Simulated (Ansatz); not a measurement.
With the program Ansatz at the PBE level (PAW), BaZrS3 in the orthorhombic phase (Pnma; Ba on 4c, Zr on 4b, S on 4c, S on 8d) relaxes to a = 7.162 Å, b = 10.032 Å, c = 7.030 Å. Zr has 6 nearest neighbours from 2.55 Å (octahedral). Its formation energy from the elements is -1.86 eV/atom, with no fitted shifts.

The Kohn–Sham gap is 1.06 eV (direct). The valence maximum lies at Γ and the conduction minimum at Γ. HSE06 on the same cell gives 1.84 eV. Gap from PBE with spin–orbit coupling: 1.01 eV. Electrons at the band edge weigh 0.22, 0.36, 0.41 mₑ (principal values). The hole mass is 0.20, 0.58, 0.72 mₑ (principal values).

The bulk modulus is 70.1 GPa. The elastic constants imply a Debye temperature near 319 K. Without the LO–TO term the highest mode at Γ lies at 405 cm^-1. Bader charges are Ba +1.49, Zr +2.09, S -1.20 to -1.19 e.

The cell was relaxed with PBE under the symmetry of its start. The run is not spin-polarised. The references are the lowest solids computed at this level, not always the standard phases. Spin–orbit coupling is left out wherever it is not named.

Potentials: the later of the program's two PAW sets.
